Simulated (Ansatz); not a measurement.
Values for one crystal, relaxed and computed with the program Ansatz at the r²SCAN level (PAW); other levels are named.

```yaml
volume_per_atom: 15.97 Å³
electronic_character: no gap, with almost no states at the Fermi level (zero-gap or semimetallic)
Bulk modulus (Birch–Murnaghan fit): 193 GPa
Gap with spin–orbit coupling: none (metallic)
Pressure derivative B′: 4.1
Density of states at the Fermi level: 0.03 states/eV per atom (mean over ±0.08 eV)
Formation energy from the elements (no fitted shifts): -1.11 eV/atom
```

Task: Pick the material that matches.
A. NbAs, I4_1md (Nb on 4a, As on 4a)
B. NbP, I4_1md (Nb on 4a, P on 4a)
C. TiP, CsCl type
D. Nb2SiN, P6_3/mmc (Si on 2d, Nb on 4f, N on 2a)

Result: B, NbP, I4_1md (Nb on 4a, P on 4a)

The r²SCAN relaxation kept the symmetry of its start. No spin polarisation was allowed. A small band overlap can be real or an error of a semilocal functional. The references are the lowest solids computed at this level, not always the standard phases. Scalar-relativistic: spin–orbit coupling is off unless named, which matters more the heavier the elements.

Potentials: the earlier of the program's two PAW sets. The files were generated under PBE; for other functionals the program regenerates the frozen cores, and for LDA and PBEsol the local potential too.
